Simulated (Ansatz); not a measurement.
One crystal and one scan (scan of one atom of the cell) at two levels, PBE (plane waves to 420 eV, PAW, scalar-relativistic; Ansatz, a first-principles code) and r2SCAN (plane waves to 500 eV, PAW, scalar-relativistic; Ansatz), each from its own relaxed cell and on its own mesh.

The crystal is PbSe (rock salt); one Pb atom of a 2-atom cell moves by s along Cartesian [111], with its periodic images.

Energies are smeared free energies. PbSe was relaxed with its symmetry unable to fall. Spin-orbit coupling is left out, though Pb is heavy. Both scans cover s from -0.930 to 0.930 Å.

```
quantity                                                   run 1  run 2
---------------------------------------------------------  -----  -----
Lattice constant a (Å)                                     6.218  6.178
Band gap of the relaxed cell, no spin-orbit coupling (eV)   0.43   0.67
Energy at s = 0.930 Å (meV/cell)                             741    800
Force along the line at s = -0.930 Å (eV/Å)                1.991  2.170
```

**Question.** Which run is which level?

**Answer.** Run 1 is PBE, run 2 is r2SCAN. PBE gives the higher value for: lattice constant a. PBE gives the lower value for: band gap of the relaxed cell, no spin-orbit coupling; energy at s = 0.930 Å; force along the line at s = -0.930 Å. Both give the same symmetry of the curve: even: the same for both signs.

(For displaced atoms, the force is minus the slope of the energy, and its curvature is a force constant, which sets phonon frequencies.)
